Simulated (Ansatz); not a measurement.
GaN:
```
CELL_PARAMETERS angstrom
      0.00000     2.24912     2.24912
      2.24912     0.00000     2.24912
      2.24912     2.24912     0.00000
ATOMIC_POSITIONS crystal
  Ga 0.00000 0.00000 0.00000
  N  0.25000 0.25000 0.25000
```

Cartesian axes are those of the cell as given.

Problem. Give the high-frequency dielectric tensor and the Born effective charge tensors of the independent atoms from DFPT, the program Ansatz at the PBEsol level (PAW).

Solution. 
ε∞:
```
6.01  0.00  0.00
0.00  6.01  0.00
0.00  0.00  6.01
```
Z* of atom 1 (Ga), rows: field, columns: displacement, in e:
```
2.66  0.00  0.00
0.00  2.66  0.00
0.00  0.00  2.66
```
Z* of atom 2 (N), rows: field, columns: displacement, in e:
```
-2.66   0.00   0.00
 0.00  -2.66   0.00
 0.00   0.00  -2.66
```

Space group F-43m (zinc blende). Symmetry was held in the PBEsol relaxation. Scalar-relativistic: spin–orbit coupling is off unless named, which matters more the heavier the elements.

Potentials: the later of the program's two PAW sets.
